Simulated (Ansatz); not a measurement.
**SnPd: do energies and stresses tell the same story?**

Method: DFT PBEsol, scalar-relativistic, plane waves, PAW in Ansatz 0.2.0.

Cutoff 420 eV; k points 6×10×6 on the computed 8-atom cell (Γ-centred); Gaussian smearing, width 0.10 eV; no spin polarisation.

Relaxed cell: Pnma, a = 6.127 Å, b = 3.930 Å, c = 6.298 Å, α = 90.00°, β = 90.00°, γ = 90.00°, 8 atoms in the primitive cell. Whether it is the stable form of this composition wasn't checked.

Energies at zero smearing and pressures from the stress tensor, at volumes with shape and atoms relaxed:
```csv
V (Å³/atom),E − E(first) (meV/atom),P (GPa)
17.823,0.00,8.34
18.392,-21.30,3.84
18.961,-27.89,0.02
19.529,-22.12,-3.14
20.098,-6.21,-5.69
```

Question: Check P = −dE/dV between neighbouring volumes, and get the bulk modulus from the pressures alone.

Answer: With 1 eV/Å³ = 160.2 GPa:
| middle V (Å³/atom) | −ΔE/ΔV (GPa) | mean P (GPa) |
| --- | --- | --- |
| 18.107 | 6.001 | 6.090 |
| 18.676 | 1.854 | 1.932 |
| 19.245 | -1.624 | -1.561 |
| 19.814 | -4.482 | -4.419 |

The two differ by 0.09 GPa at most. The mean of two end pressures misses the average over a step by about ΔV² P″/12, up to 0.06 GPa here; with that taken off 0.03 GPa remains, from the smearing term (the stress is the derivative of the free energy), the finite cutoff, the mesh or the relaxation's tolerance. Around V = 18.961 Å³/atom, the two neighbours give B = −V ΔP/ΔV = 18.961 × 6.99 / 1.138 = 116.4 GPa, against B0 = 114.9 GPa from the Birch–Murnaghan fit of the energies.

Cost: 6 runs of about 39 core-minutes in all, on Arm Neoverse V2 (shared hosts).